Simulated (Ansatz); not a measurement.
With PBE (plane waves, PAW; program Ansatz), LuAlN2 in the orthorhombic phase (Pna2_1; Lu on 4a, Al on 4a, N on 4a, N on 4a) relaxes to a = 5.909 Å, b = 6.941 Å, c = 5.225 Å. Al has 4 nearest neighbours from 1.89 Å (tetrahedral). Against the elements it lies at -1.39 eV/atom, with no fitted shifts.

It is gapped at this level: 2.91 eV (direct). The valence maximum lies at Γ and the conduction minimum at Γ. Electrons at the band edge weigh 0.27, 0.29, 0.31 mₑ (principal values). The hole mass is 1.0, 2.1, 2.2 mₑ (principal values).

The start of the workflow was typed in or built on a structure type; neither database checked (COD, Materials Project) lists it. Whether it is the stable phase at ambient conditions was not checked. Symmetry was held in the PBE relaxation; its stability against distortions is not shown here. The references are the lowest solids computed at this level, not always the standard phases (solids in place of the gases). Spin–orbit coupling is left out wherever it is not named.

Potentials: the earlier of the program's two PAW sets.
